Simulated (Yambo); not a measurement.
Yambo run on NaPF6 (space group Fm-3m, No. 225). The wavefunctions are norm-conserving LDA (Quantum ESPRESSO, 88 Ry, scalar-relativistic) ones on a 2×2×2 mesh (28 occupied bands); a = b = c = 5.4511 Å, α = β = γ = 60.00°.

Yambo input:

```
rim_cut
gw0
dyson
el_el_corr
HF_and_locXC
ppa
em1d
RandQpts= 1000000
RandGvec= 1 Ry
EXXRLvcs= 88 Ry
VXCRLvcs= 352 Ry
Chimod= "HARTREE"
% BndsRnXp
 2 | 171 |
%
NGsBlkXp= 7 Ry
% LongDrXp
 1.0 | 1.0 | 1.0 |
%
PPAPntXp= 27.2114 eV
% GbndRnge
 1 | 70 |
%
GTermKind= "BG"
DysSolver= "n"
ExtendOut
% QPkrange
 1 | 1 | 28 | 29 |
%
```

k points by index: 1 = Γ.

Table of the .qp output:

```
#    K-point    Band    Eo [eV]    E [eV]    E-Eo [eV]    Vxc [eV]    Vnlxc [eV]    Sc|Eo [eV]    Sc|E [eV]    dSc/dw|Eo [eV]    Re(Z)    Im(Z)
#
    1    28    0.000000    -3.236797    -3.236797    -23.37099    -31.54772    4.363591    4.939928    -4.845053    0.848858    -0.790107E-3
    1    29    7.244394    9.439062    2.194669    -11.47615    -6.552178    -2.516072    -2.729300    -2.643729    0.911448    -0.473848E-3
```
(The two width columns are left out.) Convergence of these settings isn't established.

Geometry of the Materials Project entry, not relaxed at this level.
